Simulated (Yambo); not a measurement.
G0W0@PBEsol for CsHgF$_{3}$ (cubic perovskite, space group Pm-3m, No. 221) in Yambo. Reference settings: 2×2×2 Γ-centred k mesh, bands 9 to 296 and a 7 Ry block in the screening, 296 bands in G with the Bruneval-Gonze terminator, plasmon pole fitted at 27.2 eV. The PBEsol gap R → Γ on this mesh is 0.44 eV; G0W0 gaps are taken between the same points.

The settings were changed. The gap went from 2.19 eV to 1.94 eV, and the shift of the valence edge from -0.88 eV to -0.09 eV.

### Question
What was changed between the two runs?
(A) 3 Ry block
(B) 196 bands in W, 196 bands in G
(C) 120 bands in G
(D) 120 bands in G, no terminator

### Answer
D, 120 bands in G, no terminator. The others gave (gap, valence shift): 196 bands in W, 196 bands in G: 2.31, -0.83 eV; 120 bands in G: 2.25, -0.87 eV; 3 Ry block: 2.30, -1.02 eV.

Spin-orbit coupling is included.

Geometry of the Materials Project entry, not relaxed at this level; primitive cell a = 4.595 Å, b = 4.595 Å, c = 4.595 Å, α = 90.00°, β = 90.00°, γ = 90.00°.

A shift is the quasiparticle energy of the state minus its PBEsol energy.
